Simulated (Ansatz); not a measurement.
# Computed properties of O

```
O
1.0
     2.56100    0.00000    0.00000
    -1.28050    2.21789    0.00000
     0.00000    0.00000    6.57500
O
4
Direct
  0.33333 0.66667 0.16100
  0.66667 0.33333 0.66100
  0.33333 0.66667 0.33900
  0.66667 0.33333 0.83900
```

Atoms are numbered in the order listed.

The conventional cell has a = 2.561 Å, b = 2.561 Å, c = 6.575 Å, α = 90.00°, β = 90.00°, γ = 120.00°. O (atom 1) is surrounded by 1 O at 1.17 Å.

The cell comes from COD entry 9017498, which wasn't checked; take it as a given geometry.

Solid oxygen carries moments on its molecules; these runs leave spin out.

Method: DFT, PBEsol, all-electron LAPW, scalar-relativistic (Ansatz 0.2.0).

Settings: a Γ-centred 13×13×5 k mesh, Fermi–Dirac smearing of 0.03 eV, basis error target 1 meV/atom, no spin polarisation.

```
Pressure at this cell                             : 11.24 GPa
Band gap                                          : none: bands cross the Fermi level, a metal
Stress xx, yy, zz (compression positive)          : -5.09, -5.09, 43.91 GPa
Largest force                                     : 2.765 eV/Å on O1
Density of states at the Fermi level (0.2 eV bin) : 2.26 states/eV per cell
Volume per atom                                   : 63.0 bohr³
```
